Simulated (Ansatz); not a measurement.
Consider the following.

Nb₃Ir (Cu3Au type, Pm-3m), a = 4.0886 Å, b = 4.0886 Å, c = 4.0886 Å, α = 90.00°, β = 90.00°, γ = 90.00°.

This is the r²SCAN-relaxed structure.

Problem. All from r²SCAN (plane waves, PAW; program Ansatz), unless another level is named. Give the formation energy from the elements (no fitted shifts).

Solution. -0.13 eV/atom.

Problem. And the density of states at the Fermi level?

Solution. 0.99 states/eV per atom (mean over ±0.08 eV).

A made-up cell: these elements were put on the sites of a structure type; neither database checked (COD, Materials Project) lists it. COD files the formula under space group No. 223. Its standing as an ambient phase is unchecked. Symmetry was held in the r²SCAN relaxation. At this level the phase is mechanically unstable. The run is not spin-polarised. The references are the lowest solids computed at this level, not always the standard phases. Scalar-relativistic: spin–orbit coupling is off unless named, which matters more the heavier the elements.

Potentials: the earlier of the program's two PAW sets.
